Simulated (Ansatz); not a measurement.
Values for one crystal, relaxed and computed with the program Ansatz at the r²SCAN level (PAW); other levels are named.

Volume per atom: 25.76 Å³
Electronic character: metallic (no gap)
Density of states at the Fermi level: 0.76 states/eV per atom (mean over ±0.08 eV)
Formation energy from the elements (no fitted shifts): -0.81 eV/atom

### Question
Which compound is it?
A. LaSi, Cmcm (La on 4c, La on 4c, Si on 8f)
B. TaSiNi, Pnma (Ta on 4c, Si on 4c, Ni on 4c)
C. La5Ge3, P6_3/mcm (La on 4d, La on 6g, Ge on 6g)
D. Y2Al3Si2, C2/m (Y on 4i, Al on 4i, Al on 2a, Si on 4i)

### Answer
A, LaSi, Cmcm (La on 4c, La on 4c, Si on 8f)

The first step of the workflow began from a Materials Project structure, measured or hypothetical; the Crystallography Open Database copy checked does not list it. COD files the formula under space group No. 62, so this cell is another polymorph or a model. Its standing as an ambient phase is unchecked. Symmetry was held in the r²SCAN relaxation; whether a distortion lowers the energy is not shown. The references are the lowest solids computed at this level, not always the standard phases. Spin–orbit coupling is left out wherever it is not named.

Potentials: the earlier of the program's two PAW sets.
